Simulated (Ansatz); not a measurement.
A relaxed cell of MnCuC₄N₄ is given with its symmetry left out. The cell was found from a structure generator's guess, not taken from experiment.

The calculation used DFT PBE, scalar-relativistic, plane waves, PAW (Ansatz). Cutoff 420 eV, Γ-centred mesh, Gaussian smearing, collinear spin.

```
Mn Cu C N
1.0
     5.84894    0.00000    0.00000
     0.00000    5.84894    0.00000
     0.00000    0.00000    5.84894
Mn Cu C N
1 1 4 4
Direct
  0.50000 0.50000 0.50000
  0.00000 0.00000 0.00000
  0.19063 0.19063 0.19063
  0.19063 0.80937 0.80937
  0.80937 0.19063 0.80937
  0.80937 0.80937 0.19063
  0.30667 0.30667 0.30667
  0.30667 0.69333 0.69333
  0.69333 0.30667 0.69333
  0.69333 0.69333 0.30667
```

Formation energies are uncorrected and refer to the elements' standard structures at the same level (N₂ as a molecule).

(1) What space group does it have?

(2) What is its formation energy per atom?

(3) Is it a metal?

(4) Which magnetic moments does it keep?

(5) From what recipe could a structure generator have reached it?

## Answers

(1) P-43m (No. 215). Conventional cell: a = 5.849 Å. Mn is surrounded by 4 N at 1.96 Å; Cu has 4 C at 1.93 Å; C has 1 N at 1.18 Å and 1 Cu at 1.93 Å; N is surrounded by 1 C at 1.18 Å and 1 Mn at 1.96 Å.

(2) +0.42 eV/atom. It can't be a ground state, since the elements alone are lower.

(3) Yes, bands cross the Fermi level on the 6×6×6 mesh.

(4) 0.40 μB per atom net, the space between the atoms included; by site: Mn 3.4; Cu -0.2 μB.

(5) One such recipe: two interpenetrating cyanide-bridged diamond nets (P-43m, No. 215). Other recipes can lead to the same cell.

The last run used collinear spin, a 6×6×6 mesh for its 10-atom cell and Gaussian smearing of 0.10 eV. In such compounds of Cu and Mn a zero gap at this level may well be an artefact, since no Hubbard U is applied. The reference form of C is held partly by dispersion forces, which this level lacks. Another magnetic order may lie lower. A structure relaxed within its symmetry needn't be a true minimum.
